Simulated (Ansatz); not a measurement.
## Vibrational response of TaBi

The calculation used DFT PBE, scalar-relativistic, plane waves, PAW in Ansatz 0.2.0. Settings: 420 eV plane-wave cutoff, Γ-centred 12×12×12 mesh, Fermi-Dirac smearing of 0.15 eV. No spin polarisation. Phonons by linear response, acoustic sum rule imposed.

The cell, relaxed at this level:
```yaml
crystal:
  lattice:
    - [0.00000, 2.91813, 2.91813]
    - [2.91813, 0.00000, 2.91813]
    - [2.91813, 2.91813, 0.00000]
  atoms:
    - { symbol: Ta, position: [0.50000, 0.50000, 0.50000] }
    - { symbol: Bi, position: [0.00000, 0.00000, 0.00000] }
```

The cell was built by swapping an element in a database structure (itself possibly hypothetical) and relaxing; it need not be the stable form of this composition. In a metal, frequencies and elastic constants depend on the k mesh and the smearing, soft modes and shear constants most. Spin–orbit coupling is left out, which can shift energies with elements as heavy as these.

Optical modes at Γ; i marks an imaginary frequency:
| frequency (meV) | degeneracy |
| --- | --- |
| 16.3 | 3 |

All 3 optical modes at Γ are real: no displacement of atoms at fixed cell lowers the energy to second order. Strains and modes at other wave vectors aren't tested by this run.